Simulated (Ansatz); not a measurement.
Au:
```
Au
1.0
    0.00000     2.05425     2.05425
    2.05425     0.00000     2.05425
    2.05425     2.05425     0.00000
Au
1
Cartesian
  0.00000   0.00000   0.00000
```

Relaxed with r²SCAN+D4. Special points in fractions of this cell's reciprocal vectors: Γ (0.000, 0.000, 0.000); X (0.500, 0.000, 0.500); U (0.625, 0.250, 0.625); K (0.375, 0.375, 0.750); L (0.500, 0.500, 0.500); W (0.500, 0.250, 0.750).

**Question.** List the band energies nearest the Fermi level at these points for plane-wave PAW r²SCAN+D4 (Ansatz code).

**Answer.** In eV from the Fermi level; about four levels below and three above (degenerate sets whole), none deeper than 8.9 eV; … stands for higher levels left out; points with the same levels are listed once.

```
k                          below   above
-  -----------------------------  ------
Γ  -5.02 -5.02 -5.02 -3.53 -3.53       …
X        -7.07 -2.38 -1.99 -1.99  1.09 …
U        -6.11 -4.11 -3.23 -2.43  3.86 …
L  -5.07 -5.07 -2.32 -2.32 -0.87       …
W        -5.45 -5.45 -3.66 -1.98  4.71 …
```

Space group Fm-3m (fcc (Cu type)). The cell was relaxed with r²SCAN+D4 under the symmetry of its start. The pairwise dispersion correction was not fitted to metals. Spin–orbit coupling is left out wherever it is not named.

Potentials: the later of the program's two PAW sets.
